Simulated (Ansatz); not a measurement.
In the program Ansatz at the PBEsol level (PAW), C in the orthorhombic phase (Ibam; C on 8j, C on 4a) relaxes to a = 2.646 Å, b = 5.522 Å, c = 4.645 Å.

It is gapped at this level: 2.71 eV (smallest direct gap 2.72 eV). The electron mass is 0.53, 1.5, 4.0 mₑ (principal values). The hole mass is 0.46, 0.52, 1.0 mₑ (principal values).

The bulk modulus is 389 GPa. The elastic constants imply a Debye temperature near 2050 K.

The start of the workflow was typed in or built on a structure type; neither database checked (COD, Materials Project) lists it. It is not the phase usual at ambient conditions (space group No. 194, 227). Symmetry was held in the PBEsol relaxation; whether a distortion lowers the energy is not shown. The volume moved by 18 % from the start of the relaxation.

Potentials: the earlier of the program's two PAW sets. The files were generated under PBE; for other functionals the program regenerates the frozen cores, and for LDA and PBEsol the local potential too.
